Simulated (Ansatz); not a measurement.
# One atom moved over a plane in Ta

Computed with DFT PBEsol, scalar-relativistic, plane waves, PAW in Ansatz. The runs took a 420 eV cutoff, a Γ-centred 18×18×10 mesh and Gaussian smearing (0.15 eV). Spin–orbit coupling is left out, which can shift energies with elements as heavy as these. No spin polarisation. Energies are free energies at this smearing, counted from the undisturbed cell; pressure is positive in compression.

The undisturbed cell (as given, not relaxed at this level; it stands at -7.1 GPa; this form isn't the usual structure):

```xyz
2
Lattice="2.9004 0.0000 0.0000 -1.4502 2.5118 0.0000 0.0000 0.0000 5.1663" Properties=species:S:1:pos:R:3 pbc="T T T"
Ta    1.4502    0.8373    3.8747
Ta    0.0000    1.6745    1.2916
```

Atom 1 (Ta) is moved by p along (1.000, 0.000, 0.000) and q along (0.000, 0.000, 1.000) (Å), all else fixed. Points are written (p, q).

p was sampled at -0.450, -0.225, 0.000, 0.225, 0.450 and q at -0.450, -0.225, 0.000, 0.225, 0.450.

Q: Where on the computed points is the energy highest, and how high?

A: At (0.000, -0.450), (0.000, 0.450): 0.99 eV/cell.

Q: Away from (0, 0), which computed point is lowest?

A: (-0.450, 0.000), (0.450, 0.000): -0.06 eV/cell.

The map, in eV/cell:

```
 p \ q  -0.450  -0.225  0.000  0.225  0.450
-0.450    0.86    0.18  -0.06   0.18   0.86
-0.225    0.92    0.22  -0.03   0.22   0.92
 0.000    0.99    0.26   0.00   0.26   0.99
 0.225    0.92    0.22  -0.03   0.22   0.92
 0.450    0.86    0.18  -0.06   0.18   0.86
```